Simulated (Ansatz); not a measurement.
Steps from a short run of molecular dynamics on a 2×2×2 supercell (16 atoms) of ZnS (F-43m), relaxed with r2SCAN; forces from PBE in the plane-wave code Ansatz, 2×2×2 mesh, Fermi-Dirac smearing of 0.020 eV, a Langevin thermostat at fixed volume, set at 200 K. Spin polarisation is off, nuclei are classical, and the run is far too short for thermal averages.

Cell vectors in Å:
```
0.0000 5.3882 5.3882
5.3882 0.0000 5.3882
5.3882 5.3882 0.0000
```

Problem. At 8 fs the positions in Å are
```
Zn   1.333   1.346   1.370
S    0.008  -0.005   0.000
Zn   4.032   4.049   1.334
S    2.697   2.664  -0.020
Zn   4.050   1.335   4.056
S    2.687  -0.011   2.725
Zn   6.750   4.054   4.037
S    5.386   2.681   2.709
Zn   1.350   4.052   4.025
S   -0.012   2.696   2.671
Zn   4.055   6.741   4.057
S    2.681   5.415   2.705
Zn   4.022   4.036   6.749
S    2.712   2.659   5.406
Zn   6.731   6.749   6.709
S    5.393   5.392   5.386
```
What are the forces, and how far does the free energy (smearing included) lie above that of step 0, with the atoms on their sites?

Solution. 3.0 meV an atom; forces in eV/Å:
```
Zn   0.145  -0.055  -0.124
S    0.040  -0.093   0.079
Zn  -0.053  -0.101   0.148
S   -0.102   0.231   0.297
Zn   0.039   0.017  -0.070
S    0.103   0.179  -0.274
Zn  -0.179  -0.237   0.118
S   -0.056   0.165  -0.140
Zn   0.070  -0.176   0.087
S    0.128   0.042   0.269
Zn   0.018  -0.084  -0.155
S    0.151  -0.182  -0.151
Zn   0.034   0.124  -0.131
S   -0.150   0.401  -0.268
Zn  -0.092  -0.075   0.236
S   -0.095  -0.158   0.079
```

Problem. At 16 fs the positions in Å are
```
Zn   1.319   1.347   1.395
S    0.025  -0.009  -0.002
Zn   4.023   4.054   1.322
S    2.711   2.639  -0.037
Zn   4.058   1.326   4.075
S    2.683  -0.015   2.752
Zn   6.757   4.062   4.040
S    5.376   2.670   2.725
Zn   1.352   4.064   4.015
S   -0.016   2.700   2.657
Zn   4.072   6.750   4.079
S    2.675   5.438   2.711
Zn   4.010   4.030   6.762
S    2.736   2.637   5.424
Zn   6.720   6.762   6.685
S    5.404   5.393   5.389
```
What are the forces, and how far does the free energy (smearing included) lie above that of step 0, with the atoms on their sites?

Solution. 10.1 meV an atom; forces in eV/Å:
```
Zn   0.314  -0.108  -0.264
S   -0.005  -0.158   0.211
Zn  -0.057  -0.126   0.262
S   -0.325   0.447   0.578
Zn   0.062   0.003  -0.136
S    0.195   0.283  -0.480
Zn  -0.278  -0.452   0.173
S   -0.015   0.307  -0.278
Zn   0.180  -0.286   0.098
S    0.199   0.062   0.494
Zn   0.070  -0.229  -0.368
S    0.257  -0.288  -0.245
Zn   0.043   0.263  -0.185
S   -0.325   0.648  -0.445
Zn  -0.092  -0.096   0.483
S   -0.222  -0.269   0.102
```

Problem. At 28 fs the positions in Å are
```
Zn   1.320   1.349   1.428
S    0.058  -0.018  -0.006
Zn   4.009   4.055   1.301
S    2.723   2.616  -0.043
Zn   4.077   1.314   4.092
S    2.684  -0.018   2.767
Zn   6.754   4.058   4.043
S    5.370   2.656   2.734
Zn   1.370   4.073   4.011
S   -0.014   2.716   2.655
Zn   4.096   6.760   4.112
S    2.671   5.477   2.705
Zn   4.000   4.030   6.783
S    2.751   2.633   5.437
Zn   6.688   6.772   6.655
S    5.406   5.411   5.405
```
What are the forces, and how far does the free energy (smearing included) lie above that of step 0, with the atoms on their sites?

Solution. 18.5 meV an atom; forces in eV/Å:
```
Zn   0.337  -0.142  -0.390
S   -0.155  -0.126   0.395
Zn  -0.014  -0.051   0.394
S   -0.581   0.698   0.757
Zn   0.015   0.016  -0.119
S    0.191   0.329  -0.419
Zn  -0.313  -0.505   0.211
S   -0.051   0.501  -0.330
Zn   0.305  -0.302   0.006
S    0.265  -0.007   0.623
Zn   0.060  -0.310  -0.712
S    0.375  -0.452  -0.257
Zn   0.042   0.301  -0.266
S   -0.348   0.672  -0.563
Zn   0.156   0.041   0.733
S   -0.283  -0.662  -0.064
```

Problem. At 44 fs the positions in Å are
```
Zn   1.343   1.328   1.457
S    0.087  -0.045   0.020
Zn   3.996   4.051   1.285
S    2.708   2.624  -0.003
Zn   4.118   1.309   4.108
S    2.715   0.015   2.764
Zn   6.753   4.027   4.058
S    5.365   2.664   2.730
Zn   1.408   4.056   4.011
S    0.006   2.742   2.686
Zn   4.137   6.773   4.144
S    2.679   5.510   2.667
Zn   4.003   4.049   6.804
S    2.758   2.660   5.420
Zn   6.647   6.786   6.651
S    5.376   5.380   5.431
```
What are the forces, and how far does the free energy (smearing included) lie above that of step 0, with the atoms on their sites?

Solution. 14.7 meV an atom; forces in eV/Å:
```
Zn   0.053   0.048  -0.376
S   -0.176   0.054   0.246
Zn   0.019   0.115   0.549
S   -0.404   0.423   0.360
Zn  -0.022   0.021   0.034
S   -0.078  -0.088   0.084
Zn  -0.148  -0.176   0.026
S   -0.028   0.546  -0.274
Zn   0.384   0.007  -0.064
S    0.183  -0.245   0.395
Zn  -0.287  -0.199  -0.793
S    0.378  -0.473   0.045
Zn  -0.036   0.040  -0.243
S   -0.323   0.362  -0.303
Zn   0.434   0.076   0.564
S    0.052  -0.511  -0.249
```

Problem. At 52 fs the positions in Å are
```
Zn   1.354   1.316   1.468
S    0.087  -0.057   0.031
Zn   3.992   4.052   1.276
S    2.690   2.638   0.013
Zn   4.135   1.310   4.122
S    2.733   0.035   2.760
Zn   6.749   4.007   4.073
S    5.367   2.675   2.729
Zn   1.426   4.045   4.009
S    0.024   2.751   2.715
Zn   4.153   6.785   4.146
S    2.692   5.518   2.653
Zn   4.013   4.069   6.805
S    2.753   2.682   5.414
Zn   6.631   6.803   6.662
S    5.360   5.348   5.433
```
What are the forces, and how far does the free energy (smearing included) lie above that of step 0, with the atoms on their sites?

Solution. 13.7 meV an atom; forces in eV/Å:
```
Zn  -0.098   0.132  -0.381
S   -0.051   0.146   0.155
Zn   0.010   0.156   0.621
S   -0.190   0.163   0.213
Zn  -0.070   0.064   0.049
S   -0.191  -0.309   0.338
Zn  -0.043   0.045  -0.148
S   -0.108   0.507  -0.226
Zn   0.404   0.239  -0.041
S    0.017  -0.293   0.112
Zn  -0.423  -0.212  -0.673
S    0.285  -0.426   0.144
Zn  -0.089  -0.194  -0.110
S   -0.231   0.158  -0.143
Zn   0.489  -0.100   0.356
S    0.287  -0.078  -0.266
```

Problem. At 64 fs the positions in Å are
```
Zn   1.376   1.309   1.466
S    0.068  -0.079   0.051
Zn   3.980   4.058   1.267
S    2.657   2.649   0.028
Zn   4.153   1.320   4.142
S    2.760   0.067   2.770
Zn   6.741   3.976   4.097
S    5.365   2.697   2.711
Zn   1.449   4.032   4.002
S    0.042   2.749   2.753
Zn   4.172   6.804   4.137
S    2.717   5.523   2.640
Zn   4.036   4.087   6.803
S    2.742   2.715   5.400
Zn   6.616   6.834   6.674
S    5.350   5.311   5.425
```
What are the forces, and how far does the free energy (smearing included) lie above that of step 0, with the atoms on their sites?

Solution. 18.1 meV an atom; forces in eV/Å:
```
Zn  -0.297   0.085  -0.272
S    0.264   0.351  -0.055
Zn  -0.063   0.111   0.680
S    0.183  -0.115   0.071
Zn  -0.080   0.132   0.025
S   -0.293  -0.632   0.385
Zn   0.024   0.334  -0.427
S   -0.210   0.395  -0.022
Zn   0.341   0.562  -0.020
S   -0.093  -0.241  -0.311
Zn  -0.594  -0.340  -0.422
S    0.038  -0.289   0.226
Zn  -0.272  -0.353   0.149
S   -0.028  -0.089   0.129
Zn   0.582  -0.384   0.114
S    0.496   0.474  -0.250
```
